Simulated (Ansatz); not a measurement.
The elements of this relaxed trial crystal are hidden behind letters.

```
lattice vectors (Å)
  -2.1030    2.1030   10.4194
   2.1030   -2.1030   10.4194
   2.1030    2.1030  -10.4194
fractional positions
X 0.7951 0.2951 0.5000
X 0.5434 0.5434 0.0000
X 0.2039 0.2039 0.0000
X 0.9539 0.4539 0.5000
X 0.2934 0.7934 0.5000
X 0.0451 0.0451 0.0000
Z 0.7063 0.7063 0.0000
Z 0.4563 0.9563 0.5000
Z 0.3764 0.3764 0.0000
Z 0.1264 0.6264 0.5000
```

Level of theory: Ansatz 0.2.0, DFT PBE, scalar-relativistic, plane waves, PAW. Cutoff 420 eV, Γ-centred 12×12×12 mesh (10-atom cell), Gaussian smearing of 0.10 eV, no spin polarisation.

* Space group: I4_1md (No. 109)
* Conventional cell: a = 4.206 Å, c = 20.839 Å
* Volume per atom: 18.43 Å³
* Density: 3.56 g/cm³
* Energy over the elements: +0.02 eV/atom
* Gap on the 12×12×12 mesh of the 10-atom cell: 0 eV (a metal)

Energies are uncorrected and count from the elements' standard states at the same level.

Task: X is a d-block element of period 4 and Z is a p-block element of period 3. Which elements are they?

Result: X = Ti, Z = Al, so the formula is Ti3Al2. Density times volume gives a mean mass of 3.56 × 18.43/1.6605 = 39.5 u per atom, and this set has 39.5 u. Among the elements that the hints allow, noble gases aside, only these give it. Around Ti on its first site lie 4 Al at 2.70–2.80 Å, 6 Ti at 2.84–2.97 Å and 1 Ti at 3.31 Å; Ti on its second site is surrounded by 4 Al at 2.72–2.78 Å, 6 Ti at 2.81–2.97 Å and 2 Al at 3.40–3.48 Å; Al on its first site has 2 Al at 2.68 Å, 4 Ti at 2.78–2.80 Å, 4 Ti at 2.97 Å and 1 Ti at 3.40 Å; 2 more sites not described.

This cell was reached by moving the atoms of another relaxed cell at random and relaxing again, last within the group found; it had no such test of its own.
